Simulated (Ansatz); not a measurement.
TlBr:
```
CELL_PARAMETERS angstrom
      5.70847     0.00000     0.00000
     -2.85424     4.94368     0.00000
      0.00000     0.00000     6.74459
ATOMIC_POSITIONS crystal
  Tl 0.66667 0.33333 0.75000
  Tl 0.33333 0.66667 0.25000
  Br 0.66667 0.33333 0.25000
  Br 0.33333 0.66667 0.75000
```

Relaxed with PBE. Special points in fractions of this cell's reciprocal vectors: Γ (0.000, 0.000, 0.000); M (0.500, 0.000, 0.000); K (0.333, 0.333, 0.000); A (0.000, 0.000, 0.500); L (0.500, 0.000, 0.500); H (0.333, 0.333, 0.500).

Task: List the band energies nearest the valence-band maximum at these points for the program Ansatz at the PBE level (PAW).

Result: In eV from the valence-band maximum; about four levels below and three above (degenerate sets whole), none deeper than 8.9 eV; points with the same levels are listed once.

```csv
k,below,above
Γ,-1.70 -1.70 -1.30 -1.27 -1.27,4.17 4.17 4.63 4.63
M,-1.65 -1.38 -0.85 -0.50,3.69 4.22 5.30
K,-1.83 -1.83 -1.50 -0.40 -0.40,4.06 4.06 4.62
A,-1.47 -1.47 -1.47 -1.47 -0.66 -0.66,3.89 3.89 4.18 4.18 4.18 4.18
L,-1.20 -1.20 -0.19 -0.19,3.11 3.11 4.52 4.52
H,-1.09 -1.09 0.00 0.00,3.09 3.09 4.70 4.70
```

Space group P6_3/mmc. A made-up cell: these elements were put on the sites of a structure type; neither database checked (COD, Materials Project) lists it. COD files the formula under space group No. 221, so this cell is another polymorph or a model. Its standing as an ambient phase is unchecked. The PBE relaxation kept the symmetry of its start; its stability against distortions is not shown here. Spin–orbit coupling is left out wherever it is not named.

Potentials: the later of the program's two PAW sets.
